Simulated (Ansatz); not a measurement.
Sn3Ge:
```cif
data_GeSn3
_chemical_formula_sum 'Ge1 Sn3'
_space_group_name_H-M_alt 'P-4m2'
_space_group_IT_number 115
_space_group_name_Hall 'P -4 -2'
_cell_length_a 4.54859
_cell_length_b 4.54859
_cell_length_c 6.45394
_cell_angle_alpha 90.000
_cell_angle_beta 90.000
_cell_angle_gamma 90.000
loop_
_atom_site_label
_atom_site_type_symbol
_atom_site_symmetry_multiplicity
_atom_site_Wyckoff_symbol
_atom_site_fract_x
_atom_site_fract_y
_atom_site_fract_z
_atom_site_occupancy
Ge1 Ge 1 a 0.00000 0.00000 0.00000 1
Sn1 Sn 2 g 0.50000 0.00000 0.23407 1
Sn2 Sn 1 c 0.50000 0.50000 0.50000 1
```

Relaxed with PBE.

Task: Which orbitals make up the states near the Fermi level in PBE (plane waves, PAW; program Ansatz)?

Result: Within 0.5 eV of the Fermi level: Sn 5p 63 %, Ge 4p 21 %, Sn 5s 9 %, Ge 4s 6 %. Projections are on Löwdin-orthogonalised atomic valence shells; empty p or d shells of many metals are not among them.

Task: Tabulate the density of states.

Result: States/eV per cell of 4 atoms, in 0.25 eV bins, energy from the Fermi level.

```
E (eV)  total  Sn 5p  Ge 4p  Sn 5s
------  -----  -----  -----  -----
-7.85    0.95   0.22   0.05   0.54
-7.60    0.24   0.05   0.02   0.16
-7.35    0.14   0.02   0.02   0.09
-7.10    1.06   0.20   0.14   0.64
-6.85    1.42   0.32   0.16   0.79
-6.60    1.77   0.44   0.19   0.92
-6.35    2.43   0.71   0.28   1.13
-6.10    1.79   0.53   0.22   0.85
-5.85    1.29   0.38   0.16   0.63
-5.60    1.10   0.32   0.14   0.54
-5.35    0.94   0.27   0.12   0.46
-5.10    0.75   0.21   0.10   0.36
-4.85    0.61   0.17   0.08   0.30
-4.60    0.51   0.14   0.07   0.25
-4.35    0.45   0.12   0.07   0.22
-4.10    0.40   0.10   0.06   0.19
-3.85    0.33   0.08   0.06   0.15
-3.60    0.28   0.07   0.05   0.12
-3.35    0.35   0.15   0.08   0.09
-3.10    3.10   2.11   0.80   0.12
-2.85    2.96   2.01   0.74   0.14
-2.60    3.04   2.02   0.82   0.13
-2.35    3.55   2.32   1.04   0.14
-2.10    3.92   2.60   1.12   0.13
-1.85    3.48   2.30   1.04   0.09
-1.60    2.90   2.00   0.79   0.07
-1.35    2.85   2.14   0.62   0.05
-1.10    2.18   1.70   0.41   0.04
-0.85    2.22   1.82   0.35   0.02
-0.60    1.18   0.91   0.24   0.01
-0.35    0.69   0.52   0.15   0.01
-0.10    0.37   0.25   0.08   0.01
0.15     0.22   0.10   0.04   0.05
0.40     0.55   0.25   0.10   0.11
0.65     0.93   0.42   0.19   0.18
0.90     1.54   0.74   0.28   0.30
1.15     2.54   1.25   0.45   0.49
1.40     3.90   2.03   0.61   0.77
1.65     3.20   1.62   0.51   0.72
1.90     2.83   1.37   0.53   0.61
2.15     2.18   1.10   0.39   0.41
2.40     1.91   1.07   0.31   0.29
2.65     2.35   1.36   0.42   0.30
2.90     2.61   1.56   0.53   0.23
3.15     3.97   2.53   0.69   0.23
3.40     3.39   2.15   0.55   0.22
3.65     2.84   1.76   0.52   0.15
3.90     2.82   1.67   0.52   0.10
4.15     3.40   1.90   0.59   0.12
4.40     3.42   1.79   0.58   0.14
```

The start of the workflow was typed in or built on a structure type; neither database checked (COD, Materials Project) lists it. Its standing as an ambient phase is unchecked. The PBE relaxation kept the symmetry of its start; whether a distortion lowers the energy is not shown. Spin–orbit coupling is left out wherever it is not named.

Potentials: the later of the program's two PAW sets.
